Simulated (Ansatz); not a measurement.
Computed properties of Hf3TiO8 (monoclinic HfO2 sites, P1)

All numbers come from the PAW code Ansatz. All values are calculated for a non-magnetic cell, which may be hypothetical.

Hf3TiO8 on the sites of monoclinic HfO2 (relaxed group P1), relaxed with r2SCAN. It is triclinic, P1 (No. 1); a = 5.063 Å, b = 5.064 Å, c = 5.317 Å, α = 98.2°, β = 91.0°, γ = 91.7° in the conventional setting, 11.23 Å³ an atom. Hf is surrounded by 7 O at 2.02–2.38 Å; Hf is surrounded by 7 O at 2.02–2.31 Å; Hf is surrounded by 7 O at 2.08–2.19 Å; Ti is surrounded by 6 O at 1.83–2.33 Å; O is surrounded by 3 Hf at 2.08–2.19 Å and 1 Ti at 2.33 Å; O is surrounded by 3 Hf at 2.05–2.13 Å; O is surrounded by 1 Ti at 2.04 Å and 3 Hf at 2.15–2.32 Å; O is surrounded by 1 Ti at 2.00 Å and 3 Hf at 2.14–2.38 Å (further sites aren't listed).

Band edges at fixed r2SCAN geometry:

| level | k mesh | gap (eV) | kind | edges | least direct gap (eV) |
| --- | --- | --- | --- | --- | --- |
| PBE | 6×6×6 | 3.16 | indirect | Γ → R₂ | 3.18 |
| PBE+SOC | 6×6×6 | 3.16 | indirect | Γ → R₂ | 3.18 |
| r2SCAN | 6×6×6 | 3.55 | indirect | Γ → R₂ | 3.58 |
| HSE06 | 4×4×4 | 4.82 | indirect | Γ → R₂ | 4.88 |
| PBE0 | 4×4×4 | 5.58 | indirect | Γ → R₂ | 5.65 |

PBE: smearing of 0.02 eV; the others have fixed occupations.
Wave cutoffs: 420 eV, 500 eV (r2SCAN).

The HSE06 gap is indirect, 4.82 eV (Γ to R₂), below the direct gap of 4.88 eV at Γ. Spin-orbit coupling changes the PBE gap by 0.00 eV, to 3.16 eV.

r2SCAN covers 23 % of the step from PBE to HSE06. For gaps to 0.1 eV, spin-orbit coupling (up to 0.01 eV here) can be left out. Direct and least gap lie within 0.04 eV at some levels, so the kind of gap isn't settled.

r2SCAN (ground state on 4×4×4): The clamped-ion dielectric constant comes out as a tensor with principal values 4.68, 5.02, 5.09. Born charges, averaged over directions: Hf +5.17 to +5.40, Ti +5.19, O -2.70 to -2.56 e. The program notes that the ground state's band table doesn't vouch for all the bands that the response reads.

Only the levels marked +SOC include spin-orbit coupling.

The meshes of the hybrids are coarse, so their gaps aren't converged to the digits shown.
